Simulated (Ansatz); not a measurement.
Here is the system:

ScC:
Space group Fm-3m (No. 225); a = b = c = 4.591 Å, α = β = γ = 90.00°

| atom | site | symmetry | x | y | z |
|---|---|---|---|---|---|
| Sc | 4a | m-3m | 0.0000 | 0.0000 | 0.0000 |
| C | 4b | m-3m | 0.5000 | 0.5000 | 0.5000 |
(The calculation used a cell of 2 atoms; values per cell refer to that cell.)

This is the LDA-relaxed structure.

All from plane-wave PAW LDA (Ansatz code), unless another level is named. Predict the electronic character.

metallic (no gap).

Give the formation energy from the elements (no fitted shifts).

-0.22 eV/atom.

Predict the density of states at the Fermi level.

0.68 states/eV per atom (mean over ±0.08 eV).

The first step of the workflow began from a Materials Project structure, measured or hypothetical; the Crystallography Open Database copy checked does not list it. Its standing as an ambient phase is unchecked. Symmetry was held in the LDA relaxation; of distortions, only those at the zone centre were tested. The run is not spin-polarised. The references are the lowest solids computed at this level, not always the standard phases.

Potentials: the later of the program's two PAW sets.
